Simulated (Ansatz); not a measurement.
# Property card for Ga$_{3}$Mo

Ga₃Mo:
Space group I4/mmm (No. 139); a = 3.753 Å, b = 3.753 Å, c = 8.495 Å, α = 90.00°, β = 90.00°, γ = 90.00°

```csv
atom,site,symmetry,x,y,z
Ga,2b,4/mmm,0.0000,0.0000,0.5000
Ga,4d,-4m2,0.0000,0.5000,0.2500
Mo,2a,4/mmm,0.0000,0.0000,0.0000
```
(The calculation used a cell of 4 atoms; values per cell refer to that cell.)

Space group I4/mmm (No. 139); conventional cell a = b = 3.753 Å, c = 8.495 Å, α = β = γ = 90.00°.

Method: r²SCAN (plane waves, PAW; program Ansatz). Geometry: relaxed at this level of theory. Other levels are named where they apply.

Cell and energy:

Volume per atom: 14.96 Å³
Density: 8.47 g/cm³
Formation energy from the elements (no fitted shifts): -0.055 eV/atom

Electronic structure:

* **Electronic character**: metallic (no gap)
* **Density of states at the Fermi level**: 0.69 states/eV per atom (mean over ±0.08 eV)

Mechanics:

- Bulk modulus (Birch–Murnaghan fit): 1470 kbar
- Pressure derivative B′: 4.7

Charges:

* **Bader charges**: Ga -0.05 to -0.02, Mo +0.13 e

A made-up cell: these elements were put on the sites of a structure type; neither database checked (COD, Materials Project) lists it. Its standing as an ambient phase is unchecked. The r²SCAN relaxation kept the symmetry of its start; its stability against distortions is not shown here. No spin polarisation was allowed. Axis ratios of metals converge slowly with the k-mesh, so a and c are less sure than the volume. The references are the lowest solids computed at this level, not always the standard phases. Scalar-relativistic: spin–orbit coupling is off unless named, which matters more the heavier the elements.

Potentials: the earlier of the program's two PAW sets.
